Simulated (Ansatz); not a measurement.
Computed with Ansatz, not measured. Plane-wave DFT: an element X is put into a periodic supercell of the crystal below and the atoms relax. X is one of the candidates, and is told by the neutral defect's formation energy over the elements (uncorrected), its moments where the run had spin, and its relaxed neighbours, eight at most.

```
cell
1.0
    -2.1667    3.3835    3.6967
     2.1667   -3.3835    3.6967
     2.1667    3.3835   -3.6967
Lu Zn
2 4
Direct
  0.7817 0.5317 0.2500
  0.2183 0.4683 0.7500
  0.2091 0.1657 0.0434
  0.7909 0.8343 0.9566
  0.6223 0.1657 0.4566
  0.3777 0.8343 0.5434
```

- host atoms in supercell: 24
- functional: PBEsol
- wave cutoff: 420 eV
- k mesh: 3, 3, 3
- k shift: 0, 0, 0 mesh steps
- gaussian smearing: 0.05 eV
- start displacement: 0.05 angstrom
- electrons started on: no chosen atoms
- candidate elements: Li, Al, Ti, Fe, Ba, Pb
- found formation energy: 0.96 eV
- found largest move from host sites: 0.382 angstrom

```csv
supercell vector,supercell times a (host cell vectors),supercell times b (host cell vectors),supercell times c (host cell vectors)
A,-1,1,0
B,1,1,2
C,1,0,-1
```

| change element | change kind | change place a (host cell vectors) | change place b (host cell vectors) | change place c (host cell vectors) |
| --- | --- | --- | --- | --- |
| X | interstitial | 0.0833 | 0.75 | 0.1667 |

| found neighbour element | found neighbour distance (angstrom) |
| --- | --- |
| Zn | 2.264 |
| Zn | 2.264 |
| Zn | 2.641 |
| Zn | 2.642 |
| Lu | 2.664 |
| Lu | 2.666 |
| Lu | 2.666 |

Task: Which element is X?

Result: Li.

Caveats: one random start near the defect, so other minima are possible; the supercell is small.
